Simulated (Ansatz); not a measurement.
# Kick test of a cell of Be₂P

The cell was found from a structure generator's guess, not taken from experiment.

Level of theory: DFT PBE, scalar-relativistic, plane waves, PAW (Ansatz 0.2.0). Cutoff 420 eV; k points 18×18×12 on the computed 3-atom cell (Γ-centred); Gaussian smearing, width 0.10 eV; no spin polarisation.

The cell below (3 atoms, space group P-6m2 (No. 187)) is relaxed within its symmetry.

```
CELL_PARAMETERS angstrom
3.40223 0.00000 0.00000
-1.70111 2.94642 0.00000
0.00000 0.00000 4.22097
ATOMIC_POSITIONS crystal
Be 0.00000 0.00000 0.76540
Be 0.00000 0.00000 0.23460
P 0.33333 0.66667 0.00000
```

For the test a repeat of it with 6 atoms (edges 3.40, 3.40, 8.44 Å) was strained at random (σ = 1.5 % a component), the atoms were moved at random (σ = 0.05 Å), and all was relaxed again on a coarse 6×6×4 mesh (in the run’s order of axes) with 0.20 eV smearing, with no symmetry imposed.

An odd number of electrons in the primitive cell allows no gap without spin; a larger cell or a magnetic state could open one. The cell is a metal run without spin; a magnetic state may lie lower.

Problem. Does it come back?

Solution. It doesn't return. The energy falls by 154 meV/atom on that mesh, the volume changes by -10.4 %, and the end has space group R3m (No. 160) at a loose tolerance. Relaxed again on a 12×12×12 mesh with 0.10 eV smearing, the new structure lies 156 meV/atom below the first (mesh in the axes of the run's cell; the cell below is made exact in the group named). Space group R3m (No. 160), trigonal, a = 3.433 Å, c = 22.240 Å. Be on its first site has 1 Be at 2.04 Å, 3 P at 2.22 Å and 3 Be at 2.32 Å; Be on its second site is surrounded by 2 Be at 2.06–2.11 Å and 3 P at 2.23 Å; Be on its third site has 1 Be at 2.06 Å, 4 P at 2.21–2.23 Å and 3 Be at 2.32 Å; P on its first site is surrounded by 7 Be at 2.21–2.24 Å; 2 more sites not described.

```cif
data_structure
_symmetry_space_group_name_H-M 'P 1'
_symmetry_Int_Tables_number 1
_cell_length_a 7.6737
_cell_length_b 7.6737
_cell_length_c 7.6737
_cell_angle_alpha 25.849
_cell_angle_beta 25.849
_cell_angle_gamma 25.849
_cell_volume 75.65
loop_
_atom_site_label
_atom_site_type_symbol
_atom_site_fract_x
_atom_site_fract_y
_atom_site_fract_z
_atom_site_occupancy
Be1 Be 0.86050 0.86050 0.86050 1
Be2 Be 0.04681 0.04681 0.04681 1
Be3 Be 0.13936 0.13936 0.13936 1
Be4 Be 0.95206 0.95206 0.95206 1
P1 P 0.23865 0.23865 0.23865 1
P2 P 0.42643 0.42643 0.42643 1
```
